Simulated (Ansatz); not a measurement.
Values for one crystal, relaxed and computed with r²SCAN in the plane-wave PAW code Ansatz; other levels are named.

| Quantity | Result |
|---|---|
| Volume per atom | 19.62 Å³ |
| Electronic character | metallic (no gap) |
| Formation energy from the elements (no fitted shifts) | -0.87 eV/atom |
| Density of states at the Fermi level | 0.62 states/eV per atom (mean over ±0.08 eV) |

Question: Which compound is it?
A) GaAu, Pnma (Ga on 4c, Au on 4c)
B) YGaNi, Pnma (Y on 4c, Ga on 4c, Ni on 4c)
C) LaGa2Pd2, P4/nmm (Pearson symbol tP10)
D) SrGa2Au2, P4/nmm (Pearson symbol tP10)

Answer: C, LaGa2Pd2, P4/nmm (Pearson symbol tP10)

The first step of the workflow began from a Materials Project structure, measured or hypothetical; the Crystallography Open Database copy checked does not list it. Whether it is the stable phase at ambient conditions was not checked. The cell was relaxed with r²SCAN under the symmetry of its start; its stability against distortions is not shown here. No spin polarisation was allowed. The references are the lowest solids computed at this level, not always the standard phases. Spin–orbit coupling is left out wherever it is not named.

Potentials: the later of the program's two PAW sets.
